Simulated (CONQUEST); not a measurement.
A self-consistent single point of GeRh (Pnma, 8 atoms in the cell; from Materials Project mp-22239) with CONQUEST.

All values come from this method and carry its errors: LDA (PW92), numerical atomic orbitals double-zeta with polarisation (the shipped basis), PseudoDojo norm-conserving potentials made for LDA (CONQUEST).

```
GeRh
1.0
    5.67270     0.00000     0.00000
    0.00000     3.29391     0.00000
    0.00000     0.00000     6.45750
Ge Rh
4 4
Direct
  0.80826   0.75000   0.43643
  0.19174   0.25000   0.56357
  0.69174   0.25000   0.93643
  0.30826   0.75000   0.06357
  0.99544   0.75000   0.79662
  0.00456   0.25000   0.20338
  0.50456   0.25000   0.29662
  0.49544   0.75000   0.70338
```

Reference input (self-consistent single point, DFT, LDA (PW92), numerical atomic orbitals double-zeta with polarisation (the shipped basis), PseudoDojo norm-conserving potentials made for LDA): basis = DZP; Diag.MPMeshX, Y, Z = 3 4 2; potentials = PseudoDojo norm-conserving LDA; Grid.GridCutoff = 140 Ha; DM.SolutionMethod = diagon; Diag.SmearingType = 1; Diag.kT = 0.009996 Ha; Diag.GammaCentred = true; Diag.MPOrder = 0; minE.SCTolerance = 1.0e-06; SC.MaxIters = 100; SC.LinearMixingFactor = 0.5. This run's input differs from it in these lines:

```diff
@@ -19,4 +19,4 @@
 Diag.MPMeshX                   3
-Diag.MPMeshY                   4
-Diag.MPMeshZ                   2
+Diag.MPMeshY                   5
+Diag.MPMeshZ                   3
 Diag.GammaCentred              T
```

Log, with long lists cut:

```
    PulayMixSC: Starting Pulay mixing, A_up =  0.500 A_dn =  0.500
    PulayMixSC: Spin non-polarised calculation.
    PulayMixSC: with Kerker preconditioning, q0 =  0.300
          Harris-Foulkes Energy            :    -22485.975641978155181 eV
          Free Energy (E-TS)               :    -22486.206425196163764 eV
    PulayMixSC: Pulay iteration     1 residual:              0.16462E-02
          Harris-Foulkes Energy            :    -22484.967278485437419 eV
          Free Energy (E-TS)               :    -22485.197424620473612 eV
    PulayMixSC: Pulay iteration     2 residual:              0.81139E-03
   [... lines left out ...]
          Free Energy (E-TS)               :    -22484.732019635848701 eV
    PulayMixSC: Pulay iteration     8 residual:              0.42336E-05
          Harris-Foulkes Energy            :    -22484.502983188664075 eV
          Free Energy (E-TS)               :    -22484.731924340911064 eV
    PulayMixSC: Pulay iteration     9 residual:              0.11137E-05
          Harris-Foulkes Energy            :    -22484.503007204359164 eV
          Free Energy (E-TS)               :    -22484.731937549753638 eV
    PulayMixSC: Pulay iteration    10 residual:              0.53833E-06
    PulayMixSC: Reached SCF tolerance of  0.53833E-06 after     10 iterations
      | Number of electrons      =       124.000096
      | GS Energy with kT -> 0   =    -22484.617472377056401 eV
      | Free Energy as E-TS      =    -22484.731937549753638 eV
      |* Harris-Foulkes energy   =    -22484.503007204359164 eV
      |* DFT total energy        =    -22484.503006590402947 eV

    force: Forces on atoms (eV/a0)
    force:  Atom   X              Y              Z
    force:     1  -0.0986511405   0.0000000000  -0.0020610427
    force:     2   0.0986511405  -0.0000000000   0.0020610427
    force:     3   0.0986511405   0.0000000000  -0.0020610428
    force:     4  -0.0986511405   0.0000000000   0.0020610427
    force:     5  -0.0039276702   0.0000000000   0.1069999903
    force:     6   0.0039276702   0.0000000000  -0.1069999903
   [... lines left out ...]
    force: Maximum force :        0.10699999(eV/a0) on atom         7 in z direction
   [... lines left out ...]
    force: Force Residual:        0.10295805 eV/a0
    force: Total stress:          2.91698626     0.00000000    -0.00000000 GPa
                             0.00000000     2.76910297     0.00000000
                             0.00000000     0.00000000     2.15718303
    force: Average pressure:     -2.61442409 GPa

    get_E_and_F: Change in energy during last step of electronic optimisation: -0.88256E-06
```

The run converged in 10 iterations. CONQUEST prints the stress tensor with tension positive. Against the reference run the free energy falls by 5.1 meV/atom, the pressure goes from -2.04 to -2.61 GPa and the largest force goes from 0.312 to 0.202 eV/Å.

The program uses no crystal symmetry, so grid and mesh can part values that symmetry would make equal. The atom-centred basis is finite, which shifts total energies, pressures and forces against plane waves. This run is one point of a test of settings, so its values need not be converged; read them against the reference run alone. The structure comes from a collection of computed structures, made at another level of theory; the collection holds predicted forms beside known ones. No clean gap shows at this smearing width and mesh (spacing up to 0.38 Å⁻¹); the mesh is coarse for partly filled bands, so the values carry mesh errors.

Cost on one core: roughly 100 core-seconds.
